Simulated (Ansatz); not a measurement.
AlNi (CsCl type, Pm-3m) under volume change, the program Ansatz at the PBE level (PAW), scaled uniformly.

```
V (Å³/atom)  E − E(relaxed) (meV/atom)  P (GPa)
-----------  -------------------------  -------
11.019                            57.6    18.43
11.383                            24.2    11.27
11.746                             5.7     5.18
12.109                             0.0     0.00
12.472                             5.1    -4.42
12.836                            19.5    -8.18
13.199                            41.8   -11.37
```

Task: What does a third-order Birch–Murnaghan fit give for V₀, B₀ and B′?

Result: V₀ = 12.11 Å³/atom, B₀ = 159 GPa, B′ = 4.3.

The cell was relaxed with PBE under the symmetry of its start. The run is not spin-polarised.

Potentials: the later of the program's two PAW sets.
